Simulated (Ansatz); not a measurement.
Ta2GeN:
Space group P6₃/mmc (No. 194); a = b = 3.2757 Å, c = 11.9908 Å, α = β = 90.00°, γ = 120.00°

| atom | site | symmetry | x | y | z |
|---|---|---|---|---|---|
| Ge | 2d | -6m2 | 0.6667 | 0.3333 | 0.2500 |
| Ta | 4f | 3m. | 0.3333 | 0.6667 | 0.0921 |
| N | 2a | -3m. | 0.0000 | 0.0000 | 0.0000 |

Relaxed at zero pressure with plane-wave PAW r²SCAN (Ansatz code).

The volume is lowered by 6 % and shape and atoms relax at that volume. What pressure results, and how do the axes share the change?

16.2 GPa; a -2.6 %, b -2.6 %, c -1.0 %; the energy rises by 40 meV/atom.

Give the new structure.


Space group P6₃/mmc (No. 194); a = b = 3.1918 Å, c = 11.8723 Å, α = β = 90.00°, γ = 120.00°

| atom | site | symmetry | x | y | z |
|---|---|---|---|---|---|
| Ge | 2d | -6m2 | 0.6667 | 0.3333 | 0.2500 |
| Ta | 4f | 3m. | 0.3333 | 0.6667 | 0.0937 |
| N | 2a | -3m. | 0.0000 | 0.0000 | 0.0000 |

The phase is kept; no other phase was compared at this pressure.

Space group P6_3/mmc. The start of the workflow was typed in or built on a structure type; neither database checked (COD, Materials Project) lists it. Its standing as an ambient phase is unchecked. The cell was relaxed with r²SCAN under the symmetry of its start; whether a distortion lowers the energy is not shown. No spin polarisation was allowed. Spin–orbit coupling is left out wherever it is not named.

Potentials: the earlier of the program's two PAW sets.
